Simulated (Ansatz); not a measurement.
TaSi₂:
```
CELL_PARAMETERS angstrom
     -1.63329     1.63329     4.07675
      1.63329    -1.63329     4.07675
      1.63329     1.63329    -4.07675
ATOMIC_POSITIONS crystal
  Ta 0.00000 0.00000 0.00000
  Si 0.33166 0.33166 0.00000
  Si 0.66834 0.66834 0.00000
```

Relaxed with r²SCAN. Special points in fractions of this cell's reciprocal vectors: Γ (0.000, 0.000, 0.000); X (0.000, 0.000, 0.500); P (0.250, 0.250, 0.250); N (0.000, 0.500, 0.000); M (0.500, 0.500, -0.500); S (0.290, 0.710, -0.290); S0 (-0.290, 0.290, 0.290); R (-0.080, 0.080, 0.500); G (0.500, 0.500, -0.080).

Q: List the band energies nearest the Fermi level at these points for r²SCAN in the plane-wave PAW code Ansatz.

A: In eV from the Fermi level; about four levels below and three above (degenerate sets whole), none deeper than 8.9 eV; points with the same levels are listed once.

```json
[
 {"k": "Γ", "below": "-3.39 -1.71 -1.62 -1.62", "above": "2.75 3.53 4.02"},
 {"k": "X", "below": "-4.97 -4.01 -2.04 -0.72", "above": "3.23 5.02 5.32"},
 {"k": "P", "below": "-5.72 -5.72 -2.30 -1.32 -1.32", "above": "0.89 5.34 5.37 5.37"},
 {"k": "N", "below": "-4.65 -4.06 -1.41 -1.20", "above": "1.35 3.61 4.66"},
 {"k": "M", "below": "-2.28 -1.27", "above": "0.01 0.01 1.17 1.17"},
 {"k": "S", "below": "-6.74 -1.66 -1.56 -1.13", "above": "1.44 3.10 4.53"},
 {"k": "R", "below": "-4.14 -3.40 -1.90 -1.08", "above": "2.68 4.04 4.76"}
]
```

Space group I4/mmm (MoSi2 or CaC2 type). The cell is a constructed one: a structure type filled with these elements; neither database checked (COD, Materials Project) lists it. COD files the formula under space group No. 180, 181, so this cell is another polymorph or a model. Whether it is the stable phase at ambient conditions was not checked. The cell was relaxed with r²SCAN under the symmetry of its start; its stability against distortions is not shown here. No spin polarisation was allowed. Spin–orbit coupling is left out wherever it is not named.

Potentials: the later of the program's two PAW sets.
